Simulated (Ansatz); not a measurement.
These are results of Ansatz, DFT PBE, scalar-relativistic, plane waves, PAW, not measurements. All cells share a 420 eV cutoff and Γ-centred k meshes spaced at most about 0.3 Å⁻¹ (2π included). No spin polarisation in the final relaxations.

Temperature and zero-point effects are left out. All come from trial cells, and lower structures may exist.

Task: Order these relaxed structures of Li2BeS2 by energy, lowest first, with the energy over the lowest of them.
A.

Space group Cm (No. 8). a = 6.436 Å, b = 3.698 Å, c = 6.149 Å, α = 90.00°, β = 91.02°, γ = 90.00°
| atom | site | symmetry | x | y | z |
| --- | --- | --- | --- | --- | --- |
| Li | 2a | m | 0.4316 | 0.5000 | 0.5757 |
| Li | 2a | m | 0.0906 | 0.5000 | 0.2665 |
| Be | 2a | m | 0.2684 | 0.0000 | 0.8278 |
| S | 2a | m | 0.4378 | 0.5000 | 0.9514 |
| S | 2a | m | 0.2625 | 0.0000 | 0.4816 |

B.

Space group P3m1 (No. 156). a = 3.753 Å, b = 3.753 Å, c = 6.757 Å, α = 90.00°, β = 90.00°, γ = 120.00°
```tsv
atom	site	symmetry	x	y	z
Li	1a	3m.	0.0000	0.0000	0.4080
Li	1b	3m.	0.3333	0.6667	0.8050
Be	1b	3m.	0.3333	0.6667	0.1747
S	1a	3m.	0.0000	0.0000	0.0406
S	1b	3m.	0.3333	0.6667	0.4686
```

Result: A (0 meV/atom), B (104 meV/atom). Forms: A Cm; B P3m1. Counting S atoms around Be and Li (those within 1.25 times the shortest such distance or 1.15 times the sum of covalent radii, 1.27 where that leaves under three; a plus sign parts nearer from farther groups; a slash parts the counts of unlike sites): A has Li 4/3+3, Be 4; B has Li 1+3/3+1, Be 1+3.

Cells relaxed within their symmetry can be saddle points. The Cm cell of Li2BeS2 came from shaking the P3m1 one. Some structure types and database cells were kept out of the candidates from the start, so a known form may be missing.
